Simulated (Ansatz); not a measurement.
TiC (rock salt)

```xyz
4
Lattice="0.0000 4.3278 4.3278 2.1639 0.0000 2.1639 2.1639 2.1639 0.0000" Properties=species:S:1:pos:R:3 pbc="T T T"
C      0.0000     0.0000     0.0000
C      2.1639     4.3278     2.1639
Ti     2.1639     2.1639     2.1639
Ti     2.1639     4.3278     4.3278
```

A phonon eigenvector at L = (0.5, 0.0, 0.0) is frozen into this cell: atom i moves by Q times the vector below, so Q is the largest atomic displacement, in Å. The cell is held. (q is in reciprocal vectors of the primitive cell; the cell shown is doubled to hold the pattern.)

```
atom       x       y       z
----  ------  ------  ------
C1     0.577  -0.577  -0.577
C2    -0.577   0.577   0.577
```

Atoms not listed stay in place.

These are r2SCAN (plane waves to 500 eV, PAW, scalar-relativistic; Ansatz, an electronic-structure program) values and carry that method's errors. k mesh 9×18×18 (Γ-centred), Fermi-Dirac smearing 0.05 eV. Energies are smeared free energies. With partly filled bands, energies and forces of such displacements shift with the k mesh and the smearing. TiC is run without spin polarisation. TiC was relaxed with its symmetry unable to fall. The zero of ΔE is the undisplaced structure.

```csv
Q (Å),ΔE (eV/cell)
-0.280,1.848
-0.187,0.837
-0.093,0.211
0.000,0.000
0.093,0.211
0.187,0.837
0.280,1.848
```

### Question
Which DFPT wavenumber at L = (0.5, 0.0, 0.0) belongs to this mode?
A) 256 cm⁻¹
B) 742 cm⁻¹
C) 578 cm⁻¹
D) 463 cm⁻¹

### Answer
B, 742 cm⁻¹. The curvature of the scan gives 742 cm⁻¹

(For displaced atoms, the force is minus the slope of the energy, and its curvature is a force constant, which sets phonon frequencies.)
